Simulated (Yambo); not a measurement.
G0W0@LDA for CaC₂ (space group C2/c, No. 15) in Yambo. Reference settings: 4×4×2 Γ-centred k mesh, 140 bands and a 7 Ry block in the screening, 140 bands in G with the Bruneval-Gonze terminator, plasmon pole fitted at 27.2 eV. The LDA gap (0.25, -0.25, 0) → (-0.5, -0.5, 0) on this mesh is 1.86 eV; G0W0 gaps are taken between the same points.

With and without the terminator, as bands are cut:

```csv
bands in G (in W),"gap, terminator (eV)","gap, none (eV)","valence shift, terminator (eV)","valence shift, none (eV)"
36 (36),4.195,4.052,-0.462,0.045
54 (54),3.909,3.767,-0.575,-0.135
79 (79),3.881,3.802,-0.731,-0.422
109 (109),3.858,3.801,-0.810,-0.584
140 (140),3.847,3.806,-0.857,-0.688
```

Over this range the gap spans 0.348 eV with the terminator and 0.285 eV without, the valence shift 0.395 eV and 0.733 eV. Neither column has reached its limit for certain.

Geometry of the Materials Project entry, not relaxed at this level; primitive cell a = b = 3.900 Å, c = 7.384 Å, α = β = 104.58°, γ = 64.51°.

The structure is a Materials Project entry; no match was found in the copy of COD used, and its stability was not checked.

A shift is the quasiparticle energy of the state minus its LDA energy.
